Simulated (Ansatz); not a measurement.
input.yaml (Ansatz)

```yaml
crystal:
  lattice:
    - [4.1986895389, 0.0, 0.0]
    - [-2.0993447694, 3.6361718033, 0.0]
    - [0.0, 0.0, 2.6342951681]
  atoms:
    - { symbol: Ru, position: [1.0, 1.0, 0.0] }
    - { symbol: Ru, position: [0.3333333333, 0.6666666667, 0.5] }
    - { symbol: Ru, position: [0.6666666667, 0.3333333333, 0.5] }
hamiltonian:
  xc: lda
  pseudopotentials:
    kind: paw
    azcp:
      Ru: "pseudopotentials/Ru.paw.azcp"
basis:
  ecutwfc: 420
  fft_grid_basis: typed
kpoints:
  mp_grid: { grid: [10, 10, 13], shift: [0, 0, 0] }
magnetization:
  spin_polarized: false
scf:
  occupations: { method: fermi_dirac, width: 0.1 }
  lower_state_search: "off"
output:
  stress: true
  write_density: true
  write_potential: true
  elf: true
  volumetric_format: npy
```

Terminal output

```
Warning: the record states the generating functional pbe (its physics header spells it `PBE`), which answers neither for hamiltonian.xc's functional nor for the lda family's — results may be inconsistent (PPs are generated against a specific XC)
Engine: ansatz 0.2.0, aarch64-unknown-linux-gnu
Pseudopotentials: kind: paw
Pseudopotential: Ru, paw, valence charge 16, recommended cutoff 420 eV (normal) 
Functional definition: SPW92
  exchange = slater_x
  correlation = pw_c
Crystal: 3 atoms, lattice volume = 40.218 Å³
Basis set: ecut = 420 eV, 771 PW (Γ)
Bands: 29, of which v1, the nominal top of the filled ones, is band 24 counted from 1 (23 counted from 0)
Symmetry: 24 space group operations
Space group: P6/mmm (ITA 191), of the structure as read, at distance tolerance 3.4e-5 Å
k-points: 98 of 1300
Non-local potential: Ru, projectors of the file, l = 0: 3, l = 1: 2, l = 2: 2, l = 3: 1
PAW form: soft (Blöchl's): semilocal exchange-correlation on the pseudo side does not see the compensation charge
PAW frozen core: Ru, regenerated for the run's functional, and the local potential with it (the file was generated under x = pbe(κ = 0.804, μ = 0.2195149727645171), c = pbe(β = 0.06672455060314922))
PAW one-centre angular grid: Ru, 590 points (default); XC on 64 Gauss nodes
Initial density: superposition of atomic densities (neutral atoms: chi_scale 0, normalization atom), corrected by the library's trained network
Initial wavefunctions: pseudopotential atomic-orbital guess
Functional: x = slater, c = lda
SCF iter   1: F=—  HF=-17274.091136 eV  |F-HF|=—  |Δ(HF+E_count)|=         —  Δρ=1.26e-2  dr2=3.87e-2  ethr=1.77e-3  ⟨swp⟩=5.1  Hψ=10606  notcnv=0
SCF iter   2: F=—  HF=-17274.086370 eV  |F-HF|=—  |Δ(HF+E_count)|=   4.77e-3  Δρ=6.76e-3  dr2=1.49e-2  ethr=8.06e-5  ⟨swp⟩=1.9  Hψ=4319  notcnv=0
SCF iter   3: F=—  HF=-17274.084393 eV  |F-HF|=—  |Δ(HF+E_count)|=   1.98e-3  Δρ=6.96e-4  dr2=1.81e-4  ethr=3.11e-5  ⟨swp⟩=2.1  Hψ=3845  notcnv=0
SCF iter   4: F=—  HF=-17274.084375 eV  |F-HF|=—  |Δ(HF+E_count)|=   1.81e-5  Δρ=2.01e-4  dr2=1.67e-5  ethr=3.76e-7  ⟨swp⟩=2.0  Hψ=4849  notcnv=0
SCF iter   5: F=—  HF=-17274.084373 eV  |F-HF|=—  |Δ(HF+E_count)|=   2.53e-6  Δρ=3.38e-5  dr2=1.53e-7  ethr=3.47e-8  ⟨swp⟩=2.4  Hψ=4842  notcnv=0
SCF iter   6: F=-17274.084373 eV  HF=-17274.084373 eV  |F-HF|=2.42e-9  |Δ(HF+E_count)|=   6.35e-8  Δρ=5.40e-6  dr2=4.64e-9  ethr=2.08e-10  ⟨swp⟩=7.8  Hψ=18746  notcnv=0
SCF 1 converged in 6 iterations: F = -17274.084373 eV  dr2 = 4.64e-9
SCF converged after 6 iterations
Free energy (F): -17274.084373 eV
Harris-Foulkes:  -17274.084373 eV  (|F-HF|=2.42e-9)
Internal energy: -17273.977103 eV  (E = F + TS)
E sigma→0 (E₀):  -17274.030738 eV
Entropy (-TS):   -0.107269 eV (-35.756 meV/atom)
Fermi energy:    23.770697 eV
--- Per-component energies (eV) ---
  E_band       = -154.705710
  E_kinetic    = 1546.993009
  E_local      = -3776.542630  (includes V_loc(G=0)·N_el)
  E_nonlocal   = 1046.756248
  E_hartree    = 1210.592976
  E_xc         = -569.616018
  E_vxc        = -718.029824  (∫ρ·V_xc dr)
  E_paw        = -10024.613523  (= ΣΔE_a)
  E_vpaw       = -675.066061  (= ΣTr[D̂ρ^β])
  E_aug_tail   = -0.000650  (compensation charges beyond the density's cutoff)
  E_ewald      = -6709.261570
  E_core_change = 1.715055  (= ΣΔE_core)
  E_smearing   = -0.107269  (= −TS)
  E_closure    = -0.000000  (closes the sum)
  Σ components = -17274.084373   (vs F -17274.084373, Δ=0.00e0)
--- Stress (GPa, compression-positive) ---
       -0.216862      -0.000000       0.000000
       -0.000000      -0.216862       0.000000
        0.000000       0.000000       0.441948
  P = ⅓ Tr σ = 0.0027 GPa (0.027 kbar)
--- Band table (eV; the first three rows and the last of 98) ---
  k-point 0: bands = ["-49.4375", "-49.1535", "-49.1132", "-19.8582", "-19.8582", "-19.4236", "-19.4236", "-19.0887", "-18.7897", "-18.7848", "-18.7418", "-18.7418", "15.4772", "17.4312", "20.1814", "20.1814", "20.2056", "20.2056", "20.2481", "20.7999", "21.5147", "21.5147", "22.2543", "22.2543", "22.3639", "22.3639", "25.5685", "25.5685", "33.4284"]
  k-point 1: bands = ["-49.4316", "-49.1509", "-49.1091", "-19.8534", "-19.8534", "-19.4122", "-19.4122", "-19.1255", "-18.8285", "-18.8266", "-18.7459", "-18.7459", "15.6488", "17.6116", "19.9421", "19.9421", "20.0399", "20.0399", "20.5003", "20.9771", "21.3828", "21.3828", "22.3908", "22.3908", "22.5751", "22.5751", "25.4779", "25.4779", "33.5638"]
  k-point 2: bands = ["-49.4150", "-49.1438", "-49.0979", "-19.8400", "-19.8400", "-19.3794", "-19.3794", "-19.2263", "-18.9491", "-18.9280", "-18.7585", "-18.7585", "16.1307", "18.1158", "19.3561", "19.3561", "19.6311", "19.6311", "21.2339", "21.3143", "21.3143", "21.5139", "22.3961", "22.3961", "23.1021", "23.1021", "25.2875", "25.2875", "33.8077"]
  k-point 97: bands = ["-49.2063", "-49.1697", "-49.1126", "-20.0402", "-19.6681", "-19.6057", "-19.3965", "-19.3927", "-19.2347", "-19.0927", "-19.0634", "-18.7420", "17.1303", "18.4379", "18.9825", "19.1196", "19.2993", "19.5687", "20.2880", "20.9380", "21.4680", "21.7999", "23.0266", "24.8450", "25.4349", "25.6294", "25.9737", "26.9204", "29.0751"]
```
